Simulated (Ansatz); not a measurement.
**Structure relaxation, TaAs**

The start is a generated trial cell of TaAs in the AFLOW prototype AB_hR6_160_b_b (B13, as in NiS). A full variable-cell relaxation at zero pressure is run with PBE (plane waves to 420 eV, PAW, scalar-relativistic; Ansatz, a program for electronic structure). First-step values are on the input's coarse k-mesh.

Ansatz input (later rounds restart from its end on a renewed k-mesh):
Ansatz 0.2 input:
```yaml
crystal:
  lattice:
    - [5.2979232, 3.0587574, 1.1565948]
    - [-5.2979232, 3.0587574, 1.1565948]
    - [0, -6.1175148, 1.1565948]
  atoms:
    - { symbol: Ta, position: [0.99981, 0.99981, 0.73638] }
    - { symbol: Ta, position: [0.99981, 0.73638, 0.99981] }
    - { symbol: Ta, position: [0.73638, 0.99981, 0.99981] }
    - { symbol: As, position: [0.2712, 0.2712, 0.60839] }
    - { symbol: As, position: [0.2712, 0.60839, 0.2712] }
    - { symbol: As, position: [0.60839, 0.2712, 0.2712] }
basis: { ecutwfc: 420, ecutrho_ratio: 4, xc_grid: 2, fft_grid_basis: typed }
kpoints: { mp_grid: { grid: [7, 7, 7] } }
hamiltonian:
  xc: pbe
  dispersion: none
  pseudopotentials: { azcp: { folder: ./paw }, kind: paw }
scf: { occupations: { method: fermi_dirac, width: 0.05 } }
relax: { f_tol: 0.01, max_steps: 100, cell: { stress_tol: 0.02 } }
output: { forces: true, stress: true }
```

```json
{
  "largest_initial_force": "about 1.4 eV/Å, on Ta1, Ta2, Ta3, As4, As5, As6 (atoms numbered as listed)",
  "outcome": "The space group stays R3m (No. 160) (the run could not lower it); the end is AFLOW prototype AB_hR6_160_b_b (B13, as in NiS), with 6 atoms in the primitive cell",
  "energy_released": "0.17 eV/atom",
  "volume_change": "+12.5 %, from 18.74 to 21.08 Å³/atom",
  "Shortest distances (start → end)": "The closest pairs of elements (up to four, under 3.6 Å), start → end: As–Ta 2.49 → 2.65 Å; Ta–Ta 2.79 → 2.78 Å; As–As 3.47 → 3.47 Å",
  "band_gap_at_the_end": "zero (metallic)",
  "optimiser_moves": "10"
}
```

The end point of the relaxation:

Space group R3m, hexagonal axes (No. 160); a = 11.240 Å, b = 11.240 Å, c = 3.468 Å, α = 90.00°, β = 90.00°, γ = 120.00°

```json
[
 {"atom": "Ta", "site": "9b", "symmetry": ".m", "x": "0.5016", "y": "0.2508", "z": "0.2303"},
 {"atom": "As", "site": "9b", "symmetry": ".m", "x": "0.2174", "y": "0.4348", "z": "0.0653"}
]
```
(The calculation used a cell of 6 atoms; values per cell refer to that cell.)

Final values are on a 14×14×14 k-mesh of the relaxed cell. No spin polarisation in the result.

The run could not lower the symmetry of its start; a shaken copy of this end point relaxes with PBE to P-6m2 (No. 187), 0.45 eV/atom lower.

The relaxed structure here is a generated cell of TaAs: the first start was made by placing the elements on the sites of a structure type, and the end was not matched to a known phase here, so it may be hypothetical. Known forms of TaAs include space group No. 109.
